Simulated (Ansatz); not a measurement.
## Notes on Rb$_{2}$YMg$_{2}$

```
Y Rb Mg
1.0
     2.53448    4.38985    0.00000
    -2.53448    4.38985    0.00000
     0.00000    0.00000    8.20046
Y Rb Mg
1 2 2
Direct
  0.00000 0.00000 0.00000
  0.66670 0.66660 0.24119
  0.33330 0.33340 0.75881
  0.66670 0.66660 0.63080
  0.33330 0.33340 0.36920
```

Level: PBEsol, no spin polarisation; 420 eV; 8×8×4 Γ-centred mesh; fermi-dirac occupations (width 0.1 eV); Ansatz 0.2.0, fixed geometry.

Is there a gap?

It is a metal, with about 5.2 states/eV a cell as the mean within 0.25 eV of the Fermi level.

Is it stable against the elements?

1.08 eV an atom against the elements' usual phases (free molecules for gases, crystals otherwise, with no correction for O₂ or N₂), so at this geometry it isn't bound against them. Relaxing would lower it.

What does the stress say?

The pressure is 3.8 GPa (compression positive), so with the atoms held at these fractions the cell would first expand.

Describe some of the short contacts.

Rb–Mg at 3.11 Å: least valence density 0.09 e/Å³ and ELF 0.16 there. Y–Rb at 3.53 Å: least valence density 0.06 e/Å³ and ELF 0.05 there. Mg–Mg at 3.63 Å: least valence density 0.08 e/Å³ and ELF 0.66 there. Both are smooth PAW fields, read partly inside the augmentation spheres.

Origin: a known structure type with other elements, at an estimated volume, so it need not be a known compound.
